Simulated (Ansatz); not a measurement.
MoSi₂ (MoSi2 type, space group I4/mmm)

```yaml
crystal:
  lattice:
    - [-1.60846, 1.60846, 3.93652]
    - [1.60846, -1.60846, 3.93652]
    - [1.60846, 1.60846, -3.93652]
  atoms:
    - { symbol: Mo, position: [0.00000, 0.00000, 0.00000] }
    - { symbol: Si, position: [0.33511, 0.33511, 0.00000] }
    - { symbol: Si, position: [0.66489, 0.66489, 0.00000] }
```

The volume is varied about the relaxed value V₀ at fixed cell shape. The atoms relax within the cell's symmetry.

Method: PBE (plane waves to 420 eV, PAW, scalar-relativistic; Ansatz, a program for electronic structure). k mesh 20×20×20 (Γ-centred), Fermi-Dirac smearing 0.05 eV. Stress and pressure are positive under compression. MoSi2 is run without spin polarisation. MoSi2 was relaxed with its symmetry unable to fall.

At one point of the scan the stress tensor (GPa) is:

```
   -5.5      0.0      0.0
    0.0     -5.5      0.0
    0.0      0.0     -6.1
```

**Question.** Which point is it?
(A) V/V₀ = 1.030
(B) V/V₀ = 1.010
(C) V/V₀ = 1.060
(D) V/V₀ = 1.020

**Answer.** A, V/V₀ = 1.030

(A scan under strain: stresses follow from slopes of the energy per volume, elastic moduli from its curvatures.)
